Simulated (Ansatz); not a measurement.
## GaP, first-principles data

GaP (CsCl type, Pm-3m), a = b = c = 3.162 Å, α = β = γ = 90.00°.

Space group Pm-3m (No. 221), CsCl type; conventional cell a = b = c = 3.1622 Å, α = β = γ = 90.00°.

Method: plane-wave PAW PBEsol (Ansatz code). Geometry: relaxed at this level of theory. Other levels are named where they apply.

### Cell and energy

```yaml
volume_per_atom: 15.81 Å³
density: 5.29 g/cm³
Formation energy from the elements (no fitted shifts): 0.26 eV/atom
```

### Electronic structure

```yaml
electronic_character: metallic (no gap)
Density of states at the Fermi level: 0.49 states/eV per atom (mean over ±0.08 eV)
Gap with spin–orbit coupling: none (metallic)
```

### Mechanics

```yaml
Bulk modulus (Birch–Murnaghan fit): 84.9 GPa
Pressure derivative B′: 4.8
Elastic constants (relaxed ions, GPa): C11 = 77.5, C12 = 87.0, C44 = 12.3
mechanical_stability: unstable (C has a negative eigenvalue)
```

### Phonons

```yaml
highest_zone_centre_frequency: 121 cm⁻¹
zone_centre_stability: no imaginary mode at Γ
```

A made-up cell: these elements were put on the sites of a structure type; neither database checked (COD, Materials Project) lists it. It is not the phase usual at ambient conditions (space group No. 216). The cell was relaxed with PBEsol under the symmetry of its start. As this level gives no gap, shear constants depend on the k-mesh and smearing (Fermi–Dirac, 0.1 eV here). As this level gives no gap, phonon frequencies hold no LO–TO term and depend on the k-mesh and smearing (Fermi–Dirac, 0.1 eV here). The references are the lowest solids computed at this level, not always the standard phases. Scalar-relativistic: spin–orbit coupling is off unless named, which matters more the heavier the elements.

Potentials: the earlier of the program's two PAW sets. The files were generated under PBE; for other functionals the program regenerates the frozen cores, and for LDA and PBEsol the local potential too.
